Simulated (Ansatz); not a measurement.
TiS:
```xyz
4
Lattice="3.2707 0.0000 0.0000 -1.6353 2.8325 0.0000 0.0000 0.0000 6.1730" Properties=species:S:1:pos:R:3 pbc="T T T"
Ti     0.0000     1.8883     1.5433
Ti     1.6353     0.9442     4.6298
S      0.0000     0.0000     0.0000
S      0.0000     0.0000     3.0865
```

Relaxed with LDA. Special points in fractions of this cell's reciprocal vectors: Γ (0.000, 0.000, 0.000); M (0.500, 0.000, 0.000); K (0.333, 0.333, 0.000); A (0.000, 0.000, 0.500); L (0.500, 0.000, 0.500); H (0.333, 0.333, 0.500).

Task: List the band energies nearest the Fermi level at these points for the program Ansatz at the LDA level (PAW).

Result: In eV from the Fermi level; about four levels below and three above (degenerate sets whole), none deeper than 8.9 eV; points with the same levels are listed once.

```csv
k,below,above
Γ,-0.70 -0.70 -0.43 -0.43,0.76 2.80 2.80
M,-4.88 -3.65 -3.41 -2.70,0.33 0.33 1.07
K,-6.32 -6.32 -3.84 -0.23 -0.23,1.05 1.18 1.18
A,-3.63 -3.63 -3.63 -3.63,0.08 0.08 0.08 0.08
L,-4.36 -4.36 -1.14 -1.14,1.19 1.19 1.67 1.67
H,-5.96 -5.96 -5.55 -5.55,0.00 0.00 0.72 0.72
```

Space group P6_3/mmc (NiAs type). The workflow started from an entry of the Crystallography Open Database (COD), which files this formula under 2 space groups. Its standing as an ambient phase is unchecked. The cell was relaxed with LDA under the symmetry of its start; of distortions, only those at the zone centre were tested. No spin polarisation was allowed.

Potentials: the later of the program's two PAW sets.
